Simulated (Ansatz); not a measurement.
# Phonon dispersion of Zr₂SeS₂

Level of theory: DFT PBE, scalar-relativistic, plane waves, PAW (Ansatz 0.2.0). Cutoff 420 eV, 12×12×4 k-points (Γ-centred), Fermi-Dirac smearing of 0.15 eV. No spin polarisation. Phonons by linear response, acoustic sum rule imposed.

Relaxed structure:
```yaml
crystal:
  lattice:
    - [3.59724, 0.00000, 0.00000]
    - [-1.79862, 3.11530, 0.00000]
    - [0.00000, 0.00000, 10.69242]
  atoms:
    - { symbol: Zr, position: [0.00000, 0.00000, 0.17928] }
    - { symbol: Zr, position: [0.00000, 0.00000, 0.82072] }
    - { symbol: Se, position: [0.33333, 0.66667, 0.00000] }
    - { symbol: S, position: [0.33333, 0.66667, 0.31541] }
    - { symbol: S, position: [0.33333, 0.66667, 0.68459] }
```

It was reached by relaxing an invented guess, and it needn't be the stable form of this composition. In a metal, frequencies and elastic constants depend on the k mesh and the smearing, soft modes and shear constants most. The q mesh is coarse, so values between its points are rough. No dispersion correction is applied, so modes and constants that involve weak contacts between layers, chains or molecules come out too soft.

Force constants from linear response on a 2×2×1 q mesh.

Path: Γ–M–K–Γ–A–L–H–A | L–M | H–K. Only the points of the 2×2×1 mesh were computed; the rest is interpolation, which is rough on so few points. On the mesh no mode is imaginary. Distance along the path (Å⁻¹), then the branches (cm⁻¹, negative for imaginary):
```
0.000  0 0 0 76 76 129 134 134 201 223 223 240 240 336 342
0.252  34 38 61 88 95 120 141 151 194 227 233 240 243 330 335
0.504  69 72 90 110 120 134 153 169 186 237 241 250 254 316 318
0.756  95 100 100 128 128 148 158 177 181 246 247 267 268 303 303
1.008  104 107 114 130 134 146 157 168 187 249 251 274 275 298 299
1.154  103 111 115 129 136 145 158 167 186 252 253 274 274 297 298
1.300  102 118 120 127 140 142 160 165 181 257 258 273 274 295 297
1.445  102 120 126 130 139 144 162 164 176 263 263 272 273 293 296
1.591  102 122 126 135 136 146 160 166 172 266 266 271 273 293 295
1.882  98 109 120 127 138 143 162 170 177 258 259 268 269 297 298
2.173  78 80 97 118 124 137 156 172 183 243 247 254 256 311 313
2.464  40 44 69 91 100 120 143 154 192 228 235 240 244 328 333
2.755  0 0 0 76 76 129 134 134 201 223 223 240 240 336 342
2.829  1 1 9 76 76 129 134 134 201 223 223 240 240 337 342
2.902  2 2 16 76 76 128 134 134 201 223 223 240 240 337 341
2.975  3 3 21 76 76 126 134 134 201 223 223 240 240 338 340
3.049  4 4 23 76 76 126 134 134 201 223 223 240 240 339 339
3.301  38 41 61 88 95 119 141 150 194 227 233 240 244 332 333
3.553  72 72 88 110 120 134 153 168 186 237 241 250 254 315 319
3.805  95 98 101 128 129 148 158 177 181 246 247 266 269 299 306
4.057  104 107 114 132 134 144 157 168 187 249 251 274 275 294 302
4.203  103 111 115 131 136 143 158 168 186 251 253 274 275 293 302
4.348  102 117 120 129 140 140 160 165 181 257 258 273 274 292 300
4.494  102 120 128 130 137 144 162 164 176 263 263 271 274 290 299
4.640  102 122 127 133 136 146 161 166 172 266 266 271 273 289 299
4.931  97 110 120 128 138 142 162 170 177 258 259 268 269 293 302
5.222  80 81 96 118 124 138 156 171 183 243 247 254 256 309 314
5.513  44 46 68 91 100 118 143 154 192 228 235 240 244 330 331
5.804  4 4 23 76 76 126 134 134 201 223 223 240 240 339 339
5.841  104 107 114 132 134 144 157 168 187 249 251 274 275 294 302
5.914  104 107 114 132 134 145 157 168 187 249 251 274 275 295 301
5.988  104 107 114 131 134 146 157 168 187 249 251 274 275 296 300
6.061  104 107 114 130 134 146 157 168 187 249 251 274 275 297 299
6.098  102 122 127 133 136 146 161 166 172 266 266 271 273 289 299
6.171  102 122 127 134 136 146 160 166 172 266 266 271 273 289 298
6.245  102 122 126 134 136 146 160 166 172 266 266 271 273 290 297
6.318  102 122 126 135 136 146 160 166 172 266 266 271 273 292 296
6.392  102 122 126 135 136 146 160 166 172 266 266 271 273 293 295
```
